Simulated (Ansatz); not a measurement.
Zr₂B:
```cif
data_B3Zr6
_chemical_formula_sum 'Zr6 B3'
_space_group_name_H-M_alt 'R-3m :H'
_space_group_IT_number 166
_space_group_name_Hall '-R 3 2"'
_cell_length_a 3.45997
_cell_length_b 3.45997
_cell_length_c 16.34644
_cell_angle_alpha 90.000
_cell_angle_beta 90.000
_cell_angle_gamma 120.000
loop_
_atom_site_label
_atom_site_type_symbol
_atom_site_symmetry_multiplicity
_atom_site_Wyckoff_symbol
_atom_site_fract_x
_atom_site_fract_y
_atom_site_fract_z
_atom_site_occupancy
Zr1 Zr 6 c 0.00000 0.00000 0.25325 1
B1 B 3 a 0.00000 0.00000 0.00000 1
```
(The calculation used a cell of 3 atoms; values per cell refer to that cell.)

Relaxed at zero pressure with r²SCAN (plane waves, PAW; program Ansatz).

**Question.** The volume is raised by 6 % and shape and atoms relax at that volume. What pressure results, and how do the axes share the change?

**Answer.** -5.1 GPa; a 1.5 %, b 1.5 %, c 2.8 %; the energy rises by 19 meV/atom.

**Question.** Give the new structure.

**Answer.** 
Space group R-3m, hexagonal axes (No. 166); a = b = 3.5133 Å, c = 16.8048 Å, α = β = 90.00°, γ = 120.00°

```
atom  site  symmetry       x       y       z
----  ----  --------  ------  ------  ------
Zr      6c        3m  0.0000  0.0000  0.2555
B       3a       -3m  0.0000  0.0000  0.0000
```

The phase is kept; no other phase was compared at this pressure.

The start of the workflow was typed in or built on a structure type; neither database checked (COD, Materials Project) lists it. Its standing as an ambient phase is unchecked. The cell was relaxed with r²SCAN under the symmetry of its start; whether a distortion lowers the energy is not shown. The run is not spin-polarised. The volume moved by -17 % from the start of the relaxation.

Potentials: the earlier of the program's two PAW sets. The files were generated under PBE; for other functionals the program regenerates the frozen cores, and for LDA and PBEsol the local potential too.
